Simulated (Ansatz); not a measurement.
VSi2 (CrSi2 type, space group P6_222)

```
CELL_PARAMETERS angstrom
      4.56609     0.00000     0.00000
     -2.28304     3.95435     0.00000
      0.00000     0.00000     6.36618
ATOMIC_POSITIONS crystal
  V  0.50000 0.00000 0.00000
  V  0.50000 0.50000 0.33333
  V  0.00000 0.50000 0.66667
  Si 0.16284 0.32568 0.00000
  Si 0.83716 0.16284 0.33333
  Si 0.67432 0.83716 0.66667
  Si 0.83716 0.67432 0.00000
  Si 0.16284 0.83716 0.33333
  Si 0.32568 0.16284 0.66667
```

The slice is a (0001) plane (indices of the conventional cell) through the point (0.163, 0.326, 0.000) (fractional), spanned by u = [110] and v = [1 -1 0] in vectors of this cell: u (4.57 Å) and v (7.91 Å, at 90° to u). It covers one period; positions are fractions (u, v).

Computed with PBE (plane waves to 420 eV, PAW, scalar-relativistic; Ansatz, an electronic-structure program). k mesh 12×12×8. Inside the PAW spheres the values are not all-electron values, and peaks at nuclei hang on which shells count as valence. VSi2 is run without spin polarisation. VSi2 was relaxed with its symmetry unable to fall.

Three fields on this plane, each scaled to ten steps between its own extremes (0 low, 9 high; the total valence density on a logarithmic scale, the potential cut 8 eV below its top; x marks points blanked near nuclei; v = 0 in the bottom row):

Map A
```
|xxxx28874346883xxx|
|xxxx575xxxxx575xxx|
|xxx376xxxxxxx563xx|
|x15783xxxxxxx17751|
|678982xxxxxxxx7997|
|668982xxxxxxxx7987|
|xx2674xxxxxxx2774x|
|xxxx660xxxxxx573xx|
|xxxx3761xxx0575xxx|
|xxxxx7976557984xxx|
|xxxxx7987678993xxx|
|xxxx17752x25884xxx|
|xxxx463xxxxx376xxx|
|xxx364xxxxxxx475xx|
|235872xxxxxxx28864|
|678981xxxxxxx18997|
|346883xxxxxxx28874|
|xxx575xxxxxxx575xx|
|xxxx563xxxxx376xxx|
|xxxx17751x15783xxx|
|xxxxx7997678982xxx|
|xxxxx7987668982xxx|
|xxxx2774xxx2674xxx|
|xxxx573xxxxxx660xx|
|xx0575xxxxxxx3761x|
|557984xxxxxxxx7976|
|678993xxxxxxxx7987|
|x25884xxxxxxx17752|
|xxx376xxxxxxx463xx|
|xxxx475xxxxx364xxx|
|xxxx28864235872xxx|
|xxxx18997678981xxx|
```

Map B
```
|xxxx96310001379xxx|
|xxxx840xxxxx048xxx|
|xxx961xxxxxxx169xx|
|x88740xxxxxxx03788|
|666520xxxxxxxx1566|
|776520xxxxxxxx1567|
|xx8740xxxxxxx0378x|
|xxxx730xxxxxx169xx|
|xxxx9610xxx0048xxx|
|xxxxx8521111368xxx|
|xxxxx8777765568xxx|
|xxxx98899x98667xxx|
|xxxx989xxxxx767xxx|
|xxx988xxxxxxx767xx|
|999889xxxxxxx86679|
|566689xxxxxxx86545|
|001379xxxxxxx96310|
|xxx048xxxxxxx840xx|
|xxxx169xxxxx961xxx|
|xxxx03788x88740xxx|
|xxxxx1566666520xxx|
|xxxxx1567776520xxx|
|xxxx0378xxx8740xxx|
|xxxx169xxxxxx730xx|
|xx0048xxxxxxx9610x|
|111368xxxxxxxx8521|
|765568xxxxxxxx8777|
|x98667xxxxxxx98899|
|xxx767xxxxxxx989xx|
|xxxx767xxxxx988xxx|
|xxxx86679999889xxx|
|xxxx86545566689xxx|
```

Map C
```
|xxxx62014663248xxx|
|xxxx522xxxxx547xxx|
|xxx632xxxxxxx557xx|
|x65214xxxxxxx72356|
|432006xxxxxxxx0023|
|443106xxxxxxxx0023|
|xx6535xxxxxxx6135x|
|xxxx649xxxxxx336xx|
|xxxx8548xxx8215xxx|
|xxxxx5234541015xxx|
|xxxxx5345542025xxx|
|xxxx86579x85325xxx|
|xxxx767xxxxx634xxx|
|xxx767xxxxxxx534xx|
|886558xxxxxxx62247|
|553358xxxxxxx62013|
|663248xxxxxxx62014|
|xxx547xxxxxxx522xx|
|xxxx557xxxxx632xxx|
|xxxx72356x65214xxx|
|xxxxx0023432006xxx|
|xxxxx0023443106xxx|
|xxxx6135xxx6535xxx|
|xxxx336xxxxxx649xx|
|xx8215xxxxxxx8548x|
|541015xxxxxxxx5234|
|542025xxxxxxxx5345|
|x85325xxxxxxx86579|
|xxx634xxxxxxx767xx|
|xxxx534xxxxx767xxx|
|xxxx62247886558xxx|
|xxxx62013553358xxx|
```

Q: Assign the maps to these fields: electron localisation function (ELF); valence electron density; electrostatic potential energy of an electron, from the cell's mean.

A: A is the electrostatic potential energy of an electron, from the cell's mean; B is the electron localisation function (ELF); C is the valence electron density.
